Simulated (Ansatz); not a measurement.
Calculated with Ansatz: Al2Ge2N, single run

Input:

```yaml
crystal:
  lattice:
    - [1.888631, 3.271204, 0.0]
    - [-1.888631, 3.271204, 0.0]
    - [0.0, 0.0, 6.561356]
  atoms:
    - { symbol: "N", position: [0.0, 0.0, 0.0] }
    - { symbol: Ge, position: [0.33333, 0.33334, 0.2684] }
    - { symbol: Ge, position: [0.66667, 0.66666, 0.7316] }
    - { symbol: Al, position: [0.33333, 0.33334, 0.6383] }
    - { symbol: Al, position: [0.66667, 0.66666, 0.3617] }
  symmetry: { tolerance: 0.0003 }
kpoints:
  mp_grid: { grid: [6, 6, 3], shift: [0, 0, 0] }
magnetization:
  noncollinear: true
  spin_orbit: true
scf:
  occupations: { method: fermi_dirac }
  algorithm: direct_min
hamiltonian:
  pseudopotentials: { kind: paw_fr }
  xc: r2scan
basis:
  ecutwfc: 500
output:
  forces: true
  stress: true
  eigenvalues: true
```

Run with:

```bash
ansatz run input.yaml --threads 1 --pin off --max-ram 2560MiB --backend cpu --events-out ev --progress --plain --runs-dir out
```

Origin of the cell: a known structure type with other elements, at an estimated volume, so it need not be a known compound.

The smearing width isn't typed, so it takes its default of 0.1 eV.

Output (shortened):

```
SCF iter   1: F=—  HF=-10063.622005 eV  Δρ=1.51e-1  dr2=5.38e1  dr2_τ=3.32e-1  dr2_m=0.00e0 (ungated)  |M|=0.00e0 ∫|m|=0.00e0 μB
SCF iter   2: F=—  HF=-10058.419353 eV  Δρ=2.79e-2  dr2=8.87e-1  dr2_τ=1.36e-2  dr2_m=0.00e0 (ungated)  |M|=0.00e0 ∫|m|=0.00e0 μB  defer=22
SCF iter   3: F=—  HF=-10058.279557 eV  Δρ=4.41e-3  dr2=2.99e-2  dr2_τ=2.80e-4  dr2_m=0.00e0 (ungated)  |M|=0.00e0 ∫|m|=0.00e0 μB
SCF iter   4: F=—  HF=-10058.277808 eV  Δρ=6.08e-4  dr2=3.63e-4  dr2_τ=1.72e-6  dr2_m=0.00e0 (ungated)  |M|=0.00e0 ∫|m|=0.00e0 μB
SCF iter   5: F=—  HF=-10058.277850 eV  Δρ=1.45e-4  dr2=1.30e-5  dr2_τ=4.93e-8  dr2_m=0.00e0 (ungated)  |M|=0.00e0 ∫|m|=0.00e0 μB
SCF iter   6: F=—  HF=-10058.277838 eV  Δρ=2.18e-5  dr2=3.62e-7  dr2_τ=4.91e-9  dr2_m=0.00e0 (ungated)  |M|=0.00e0 ∫|m|=0.00e0 μB
SCF iter   7: F=-10058.277837 eV  HF=-10058.277837 eV  Δρ=4.79e-6  dr2=1.17e-8  dr2_τ=6.23e-11  dr2_m=0.00e0 (ungated)  |M|=0.00e0 ∫|m|=0.00e0 μB
SCF 1 converged in 7 iterations: F = -10058.277837 eV  dr2 = 1.17e-8
SCF converged after 7 iterations
Stability not checked: this state was not tested for a lower state beside it, because a direct minimisation reached the state, and no test of it is asked (direct_minimisation; see scf.lower_state_search)
Magnetization: |M| = 0.0000 μB,  M = (+0.0000, +0.0000, +0.0000) μB
Absolute magnetization: 0.0000 μB (∫|m|)
  site 0: m = (+0.0000, +0.0000, +0.0000) μB, |m| = 0.0000 μB  (R = 1.16 Å)
  site 1: m = (+0.0000, +0.0000, +0.0000) μB, |m| = 0.0000 μB  (R = 0.93 Å)
  site 2: m = (+0.0000, +0.0000, +0.0000) μB, |m| = 0.0000 μB  (R = 0.93 Å)
  site 3: m = (+0.0000, +0.0000, +0.0000) μB, |m| = 0.0000 μB  (R = 0.93 Å)
  site 4: m = (+0.0000, +0.0000, +0.0000) μB, |m| = 0.0000 μB  (R = 0.93 Å)
Free energy (F): -10058.277837 eV
Harris-Foulkes:  -10058.277837 eV  (|F-HF|=1.96e-8)
Internal energy: -10058.192843 eV  (E = F + TS)
E sigma→0 (E₀):  -10058.235340 eV
Entropy (-TS):   -0.084994 eV (-16.999 meV/atom)
Fermi energy:    7.963241 eV
--- Per-component energies (eV) ---
  E_band       = -289.497594
  E_kinetic    = 397.315351
  E_local      = -5205.435844  (includes V_loc(G=0)·N_el)
  E_nonlocal   = 908.027569
  E_hartree    = 2274.976851
  E_xc         = -271.993360
  E_vxc        = -284.047497  (∫ρ·V_xc dr)
  E_paw        = -5134.000892  (= ΣΔE_a)
  E_vpaw       = -671.014538  (= ΣTr[D̂ρ^β])
  E_aug_tail   = 0.000046  (compensation charges beyond the density's cutoff)
  E_vtau       = 15.694053  (kinetic-family band-sum trace: ∫τ·v_τ [+ j·A + Jᵃ·Aᵃ] dr)
  E_ewald      = -3024.791700
  E_core_change = -2.290865  (= ΣΔE_core)
  E_smearing   = -0.084994  (= −TS)
  Σ components = -10058.277837   (vs F -10058.277837, Δ=0.00e0)
--- Forces (eV/Å), atoms counted from 1 ---
  atom   1  N      0.000000     0.000000     0.000000
  atom   2  Ge    -0.000000     0.000000    -4.082769
  atom   3  Ge     0.000000     0.000000     4.082769
  atom   4  Al    -0.000000     0.000000     0.056951
  atom   5  Al    -0.000000    -0.000000    -0.056951
  max |Σ_I F_I| component: 2.54e-17 eV/Å
--- Stress (GPa, compression-positive) ---
       25.752133       0.000000       0.000000
       -0.000000      25.752133       0.000000
        0.000000       0.000000       4.985076
  P = ⅓ Tr σ = 18.8298 GPa (188.298 kbar)
```

Caveats: no moments, though an odd count or open d shells may carry them; the k mesh is coarse if the cell is a metal.

Time: 100 s on 1 thread of Intel(R) Xeon(R) Platinum 8375C CPU @ 2.90GHz (Ice Lake), on a shared host, peak memory 0.91 GiB, from the program's own first density.
